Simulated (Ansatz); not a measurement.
Notes on OsBr3

```xyz
8
Lattice="6.4768 0.0000 0.0000 -3.2384 5.6091 0.0000 0.0000 0.0000 5.8511" Properties=species:S:1:pos:R:3 pbc="T T T"
Os    0.0000    0.0000    0.0000
Os    0.0000    0.0000    2.9256
Br    1.0088    1.7472    1.4628
Br   -1.0088    1.7472    4.3883
Br    4.4593    0.0000    1.4628
Br    2.2296    3.8618    4.3883
Br   -2.2296    3.8618    1.4628
Br    2.0175    0.0000    4.3883
```

The numbers come from plane-wave PAW DFT (Ansatz): r2SCAN, no spin polarisation, 500 eV, 6×6×6 Γ-centred k points, gaussian occupations (width 0.161 eV). Nothing was relaxed.

- Formation energy: -0.17 eV an atom against the elements' usual phases (free molecules for gases, crystals otherwise, with no correction for O₂ or N₂), so it is bound against them; other compounds may still compete. Relaxing would lower it.
- Charges: Bader charges in e: Os +0.86, Br -0.29. In the mean Os gives up most and Br takes most.
- Forces: The largest is on Br8 (and as large on other atoms): 0.24 eV/Å, components (0.24, 0.00, 0.00). It makes 144° with the line to a nearest neighbour, Os1 at 2.49 Å, pointing away from it.
- Contacts: Os–Br at 2.49 Å: least valence density 0.53 e/Å³ and ELF 0.29 there. Os–Os at 2.93 Å: least valence density 0.32 e/Å³ and ELF 0.36 there. Both are smooth PAW fields, read partly inside the augmentation spheres.
- Electronic structure: It is a metal, with about 4.8 states/eV a cell as the mean within 0.25 eV of the Fermi level, mostly Os d (61 %) and Br p (37 %).

Origin: a known structure type with other elements, at an estimated volume, so it need not be a known compound. Caveats: many states at the Fermi level without spin polarisation, so a magnetic state may lie lower; wide smearing.
